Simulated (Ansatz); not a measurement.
Input:

YOF:
```xyz
6
Lattice="1.8689 1.0790 6.1911 -1.8689 1.0790 6.1911 0.0000 -2.1580 6.1911" Properties=species:S:1:pos:R:3 pbc="T T T"
Y      0.0000     0.0000    13.7776
Y      0.0000     0.0000     4.7956
O      0.0000     0.0000    11.5374
O      0.0000     0.0000     7.0357
F      0.0000     0.0000     2.4226
F      0.0000     0.0000    16.1506
```

This is the LDA-relaxed structure. Tensor components refer to the Cartesian frame of this cell.

Problem. All from LDA in the plane-wave PAW code Ansatz, unless another level is named. Predict the Young's modulus.

Solution. 191 GPa.

Problem. Predict the elastic constants (relaxed ions, GPa).

Solution. C11 = 261, C12 = 117, C13 = 112, C14 = 24.3, C33 = 236, C44 = 86.3.

Space group R-3m. The workflow started from a Materials Project entry (that database holds measured and hypothetical structures alike); the Crystallography Open Database files this formula in space group No. 166, but the cells were not matched. Whether it is the stable phase at ambient conditions was not checked. The cell was relaxed with LDA under the symmetry of its start; whether a distortion lowers the energy is not shown. The run is not spin-polarised.

Potentials: the earlier of the program's two PAW sets. The files were generated under PBE; for other functionals the program regenerates the frozen cores, and for LDA and PBEsol the local potential too.
